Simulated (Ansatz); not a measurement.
Ag in space group Fd-3m (No. 227; Ag on 8a, Ag on 16d) under volume change, r²SCAN (plane waves, PAW; program Ansatz), scaled uniformly.

```csv
V (Å³/atom),E − E(relaxed) (meV/atom),P (GPa)
16.885,51.8,11.03
17.441,21.4,6.60
17.998,?,?
18.554,0.0,-0.01
19.111,?,?
19.668,16.6,-4.46
20.224,35.0,-6.09
```

Task: What belongs in the gaps?

Result: 
- 19.111, E − E(relaxed) (meV/atom): 4.4
- 19.111, P (GPa): -2.46
- 17.998, E − E(relaxed) (meV/atom): 5.0
- 17.998, P (GPa): 2.97

Task: What does a third-order Birch–Murnaghan fit give for V₀, B₀ and B′?

Result: V₀ = 18.55 Å³/atom, B₀ = 90.0 GPa, B′ = 5.6.

The start of the workflow was typed in or built on a structure type; neither database checked (COD, Materials Project) lists it. It is not the phase usual at ambient conditions (space group No. 225). The cell was relaxed with r²SCAN under the symmetry of its start; its stability against distortions is not shown here. The run is not spin-polarised. Scalar-relativistic: spin–orbit coupling is off unless named, which matters more the heavier the elements.

Potentials: the earlier of the program's two PAW sets.
